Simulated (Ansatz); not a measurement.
## Does relaxation matter for the field gradients of SiO2?

Start: a COD entry.

Space group P4_12_12 (No. 92); a = 4.9501, c = 6.9259 Å.

```csv
site,Wyckoff,site symmetry,x,y,z
Si,4a,..2,0.3027,0.3027,0.0000
O,8b,1,0.2388,0.1086,0.1817
```

One atom of each set is listed.

Computed with Ansatz: DFT, PBE, plane waves and PAW (field gradients read without the response of the frozen cores, which leaves them typically 4 to 6 % off), scalar-relativistic, 420 eV cutoff, Γ-centred 5×5×4 k-points, Fermi–Dirac smearing 0.02 eV.

The largest force at the start is 0.53 eV/Å. Relaxing the ions at fixed cell moves them by 0.065 Å at most (atom 7, O) and 0.056 Å rms.

```tsv
site	moved (Å)	first shell before	first shell after	V_zz before (10²¹ V/m²)	η before
Si	0.028	4 O at 1.60–1.61 Å	4 O at 1.62–1.63 Å	-0.67	0.76
O	0.065	2 Si at 1.60–1.61 Å, angle 145°	2 Si at 1.62–1.63 Å, angle 142°	9.37	0.16
```

**Question.** How do the gradients change?

**Answer.** 

```tsv
site	V_zz after	η after	change of V_zz
Si	-0.42	0.70	+0.25
O	9.68	0.20	+0.31
```

The largest change of V_zz is on O, from 9.37 to 9.68. In per cent, |V_zz| changes by -38 on Si, +3 on O (all sites that start above 0.5).
